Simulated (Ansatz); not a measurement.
AlBO₃ (space group R-3c)

```
AlBO3
1.0
    2.23765     1.29191     4.57921
   -2.23765     1.29191     4.57921
    0.00000    -2.58382     4.57921
Al B O
2 2 6
Direct
  0.50000   0.50000   0.50000
  0.00000   0.00000   0.00000
  0.75000   0.75000   0.75000
  0.25000   0.25000   0.25000
  0.75000   0.44126   0.05874
  0.25000   0.55874   0.94126
  0.05874   0.75000   0.44126
  0.94126   0.25000   0.55874
  0.44126   0.05874   0.75000
  0.55874   0.94126   0.25000
```

The slice is a (0001) plane (indices of the conventional cell) through the point (0.059, 0.750, 0.441) (fractional), spanned by u = [1 0 -1] and v = [-1 2 -1] in vectors of this cell: u (4.48 Å) and v (7.75 Å, at 90° to u). It covers one period; positions are fractions (u, v).

Computed with PBEsol (plane waves to 420 eV, PAW, scalar-relativistic; Ansatz, a first-principles code). k mesh 9×9×9. These are valence fields of a PAW run, semicore shells included where kept as valence: close to a nucleus they are smooth pseudo fields. AlBO3 was relaxed with its symmetry unable to fall.

**Question.** Around which element is the density of the lowest conduction band (whole band as if filled, smooth part) largest on this plane?

**Answer.** O. Mean over a disc round each atom, of radius 0.45 times the shortest bond: O 0.010, B 0.001 e/Å³.

**Question.** Around which element is the density of the highest valence band (whole band, smooth part) largest on this plane?

**Answer.** O. Mean over a disc round each atom, of radius 0.45 times the shortest bond: O 0.088, B 0.004 e/Å³.

**Question.** The ELF has a maximum in the middle third of the B–O line. Where, and how high?

**Answer.** 0.87, 0.7 Å from B.

**Question.** Sketch the density of the highest valence band (whole band, smooth part) on this plane as a map.

**Answer.** 
| v \ u | 0.00 | 0.12 | 0.25 | 0.38 | 0.50 | 0.62 | 0.75 | 0.88 |
|---|---|---|---|---|---|---|---|---|
| 0.93 | 0.150 | 0.032 | 0.003 | 0.024 | 0.059 | 0.010 | 0.003 | 0.034 |
| 0.86 | 0.013 | 0.006 | 0.005 | 0.067 | 0.094 | 0.115 | 0.018 | 0.006 |
| 0.79 | 0.003 | 0.009 | 0.004 | 0.011 | 0.021 | 0.113 | 0.016 | 0.001 |
| 0.71 | 0.021 | 0.113 | 0.016 | 0.001 | 0.003 | 0.009 | 0.004 | 0.011 |
| 0.64 | 0.094 | 0.115 | 0.018 | 0.006 | 0.013 | 0.006 | 0.005 | 0.067 |
| 0.57 | 0.059 | 0.010 | 0.003 | 0.034 | 0.150 | 0.032 | 0.003 | 0.024 |
| 0.50 | 0.005 | 0.001 | 0.002 | 0.018 | 0.002 | 0.013 | 0.001 | 0.004 |
| 0.43 | 0.059 | 0.010 | 0.003 | 0.034 | 0.150 | 0.032 | 0.003 | 0.024 |
| 0.36 | 0.094 | 0.115 | 0.018 | 0.006 | 0.013 | 0.006 | 0.005 | 0.067 |
| 0.29 | 0.021 | 0.113 | 0.016 | 0.001 | 0.003 | 0.009 | 0.004 | 0.011 |
| 0.21 | 0.003 | 0.009 | 0.004 | 0.011 | 0.021 | 0.113 | 0.016 | 0.001 |
| 0.14 | 0.013 | 0.006 | 0.005 | 0.067 | 0.094 | 0.115 | 0.018 | 0.006 |
| 0.07 | 0.150 | 0.032 | 0.003 | 0.024 | 0.059 | 0.010 | 0.003 | 0.034 |
| 0.00 | 0.002 | 0.013 | 0.001 | 0.004 | 0.005 | 0.001 | 0.002 | 0.018 |

Values: density of the highest valence band (whole band, smooth part) in e/Å³.
